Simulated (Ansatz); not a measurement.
The relaxation started from an entry of Materials Project.

One stationary structure of Cs$_{2}$ScAgCl$_{6}$. The numbers are results of r2SCAN (plane waves to 500 eV, PAW, scalar-relativistic; Ansatz, a program for electronic structure), not measurements.

```cif
data_AgCl6Cs2Sc
_chemical_formula_sum 'Cs2 Sc1 Ag1 Cl6'
_space_group_name_H-M_alt 'P 1'
_space_group_IT_number 1
_cell_length_a 7.40250
_cell_length_b 7.40250
_cell_length_c 7.40250
_cell_angle_alpha 60.000
_cell_angle_beta 60.000
_cell_angle_gamma 60.000
loop_
_space_group_symop_operation_xyz
  'x, y, z'
loop_
_atom_site_label
_atom_site_type_symbol
_atom_site_fract_x
_atom_site_fract_y
_atom_site_fract_z
_atom_site_occupancy
Cs1 Cs 0.75000 0.75000 0.75000 1
Cs2 Cs 0.25000 0.25000 0.25000 1
Sc1 Sc 0.00000 0.00000 0.00000 1
Ag1 Ag 0.50000 0.50000 0.50000 1
Cl1 Cl 0.76147 0.23853 0.23853 1
Cl2 Cl 0.23853 0.76147 0.76147 1
Cl3 Cl 0.23853 0.76147 0.23853 1
Cl4 Cl 0.76147 0.23853 0.76147 1
Cl5 Cl 0.23853 0.23853 0.76147 1
Cl6 Cl 0.76147 0.76147 0.23853 1
```

Q: Determine the symmetry and give the standard cell with its independent sites.

A: Space group Fm-3m (No. 225); a = 10.4687 Å, b = 10.4687 Å, c = 10.4687 Å, α = 90.00°, β = 90.00°, γ = 90.00°

| atom | site | symmetry | x | y | z |
|---|---|---|---|---|---|
| Cs | 8c | -43m | 0.2500 | 0.2500 | 0.2500 |
| Sc | 4a | m-3m | 0.0000 | 0.0000 | 0.0000 |
| Ag | 4b | m-3m | 0.5000 | 0.5000 | 0.5000 |
| Cl | 24e | 4m.m | 0.0000 | 0.0000 | 0.2385 |

Q: Give the shortest distances between elements (the closest pairs, up to four, under 3.6 Å).

A: Cl–Sc 2.50 Å; Ag–Cl 2.74 Å; Cl–Cl 3.53 Å.

```json
{
 "volume_per_atom": "28.68 Å³",
 "density": "3.66 g/cm³",
 "band_gap": "3.65 eV, direct within 0.03 eV (at L) (no spin-orbit coupling)",
 "smallest_direct_gap": "3.67 eV at L"
}
```

No spin polarisation in the result.

The run could not lose the symmetry of its start; a randomly shaken copy of 10 atoms returns to this structure.
